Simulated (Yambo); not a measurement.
NaScTl2F6 (space group Fm-3m, No. 225), G0W0@LDA in Yambo; all else as in the reference (2×2×2 Γ-centred k mesh, bands 3 to 322 and a 8 Ry block in the screening, 322 bands in G with the Bruneval-Gonze terminator, plasmon pole fitted at 27.2 eV). One parameter is varied: the cutoff of the wavefunctions in Yambo, over 10, 20, 30, 50, 88 Ry.

**Question.** From which value on does the gap X → X stay within 0.05 eV of the largest setting?

**Answer.** From 30 Ry on.
```json
[
 {"cutoff of the wavefunctions in Yambo (Ry)": "10", "G0W0 gap (eV)": "6.69", "valence shift (eV)": "-1.15"},
 {"cutoff of the wavefunctions in Yambo (Ry)": "20", "G0W0 gap (eV)": "7.07", "valence shift (eV)": "-1.60"},
 {"cutoff of the wavefunctions in Yambo (Ry)": "30", "G0W0 gap (eV)": "7.11", "valence shift (eV)": "-1.69"},
 {"cutoff of the wavefunctions in Yambo (Ry)": "50", "G0W0 gap (eV)": "7.14", "valence shift (eV)": "-1.72"},
 {"cutoff of the wavefunctions in Yambo (Ry)": "88", "G0W0 gap (eV)": "7.14", "valence shift (eV)": "-1.73"}
]
```
The last step of the sweep still moves the gap by 3 meV; the other settings are held fixed.

The standard potential for Tl keeps a d shell in the valence without the s and p states of that shell. In tests on such compounds this moved G0W0 gaps by up to about 0.9 eV, so absolute quasiparticle energies here are unreliable; differences between settings are what counts.

Spin-orbit coupling is not included.

Geometry of the Materials Project entry, not relaxed at this level; primitive cell a = 6.188 Å, b = 6.188 Å, c = 6.188 Å, α = 60.00°, β = 60.00°, γ = 60.00°.

The structure is a Materials Project entry; no match was found in the copy of COD used, and its stability was not checked.

A shift is the quasiparticle energy of the state minus its LDA energy.
